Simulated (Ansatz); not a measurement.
## Computed properties of ZrSiO

ZrSiO:
```cif
data_O2Si2Zr2
_chemical_formula_sum 'Zr2 Si2 O2'
_space_group_name_H-M_alt 'P 1'
_space_group_IT_number 1
_cell_length_a 3.29814
_cell_length_b 3.29814
_cell_length_c 7.29979
_cell_angle_alpha 90.000
_cell_angle_beta 90.000
_cell_angle_gamma 90.000
loop_
_space_group_symop_operation_xyz
  'x, y, z'
loop_
_atom_site_label
_atom_site_type_symbol
_atom_site_fract_x
_atom_site_fract_y
_atom_site_fract_z
_atom_site_occupancy
Zr1 Zr 0.00000 0.50000 0.69068 1
Zr2 Zr 0.50000 0.00000 0.30932 1
Si1 Si 0.50000 0.50000 0.00000 1
Si2 Si 0.00000 0.00000 0.00000 1
O1 O 0.00000 0.50000 0.39016 1
O2 O 0.50000 0.00000 0.60984 1
```

Space group P4/nmm (No. 129); conventional cell a = b = 3.298 Å, c = 7.300 Å, α = β = γ = 90.00°.

Method: the program Ansatz at the r²SCAN level (PAW). Geometry: relaxed at this level of theory. Other levels are named where they apply.

### Cell and energy

- Volume per atom: 13.23 Å³
- Density: 5.66 g/cm³
- Formation energy from the elements (no fitted shifts): -1.93 eV/atom

### Electronic structure

* **Electronic character**: metallic (no gap)
* **Density of states at the Fermi level**: 0.09 states/eV per atom (mean over ±0.08 eV)
* **Gap with spin–orbit coupling**: none (metallic)

### Mechanics

- Bulk modulus (Birch–Murnaghan fit) = 1830 kbar
- Pressure derivative B′ = 4.5

### Phonons

- Highest zone-centre frequency = 501 cm⁻¹
- Zone-centre stability = no imaginary mode at Γ

### Charges

- Bader charges = Zr +1.99, Si -0.59, O -1.40 e

The workflow started from a Materials Project entry (that database holds measured and hypothetical structures alike); the Crystallography Open Database copy checked does not list it. Whether it is the stable phase at ambient conditions was not checked. Symmetry was held in the r²SCAN relaxation. No spin polarisation was allowed. As this level gives no gap, phonon frequencies hold no LO–TO term and depend on the k-mesh and smearing (Fermi–Dirac, 0.1 eV here). The references are the lowest solids computed at this level, not always the standard phases (solids in place of the gases). Scalar-relativistic: spin–orbit coupling is off unless named, which matters more the heavier the elements.

Potentials: the later of the program's two PAW sets.
